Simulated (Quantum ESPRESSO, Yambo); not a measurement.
## Levels of theory for the gap of YSF

YSF (space group P6_3/mmc, No. 194): one geometry, one set of PBEsol (Quantum ESPRESSO, PseudoDojo norm-conserving, 84 Ry, without SOC) orbitals, self-energies from Yambo (3×3×1 Γ-centred k mesh, bands 5 to 346 and a 7 Ry block in the screening, 346 bands in G with the Bruneval-Gonze terminator, plasmon pole fitted at 27.2 eV).

The geometry is that of Materials Project entry mp-3632, symmetrised and not relaxed again.

```csv
level,"gap Γ → (0, 0.333, 0) (eV)","direct gap at (0, 0.333, 0) (eV)",rough Yambo cost
PBEsol (Quantum ESPRESSO),2.65,3.22,–
exchange only (Hartree-Fock self-energy on PBEsol orbitals),10.68,11.30,about 1/10 (6 states)
static COHSEX@PBEsol,5.41,5.97,within a factor of two (3 states)
"G0W0@PBEsol, plasmon pole",4.50,5.07,1 (6 states)
```

Bare exchange has no screening and gives the widest gap; static COHSEX screens it but leaves out the frequency dependence, which G0W0 restores. The mesh misses a band edge: along a dense path the PBEsol gap is 2.44 eV against 2.65 eV on the mesh.

Costs are rough ratios of core time on shared machines.

Nearest settings tried, and what they do to the gap: 226 bands in W, 226 bands in G: +3 meV; 6 Ry block (379 vectors against 549): -42 meV. Not varied: mesh. So the settings aren't converged at that level.
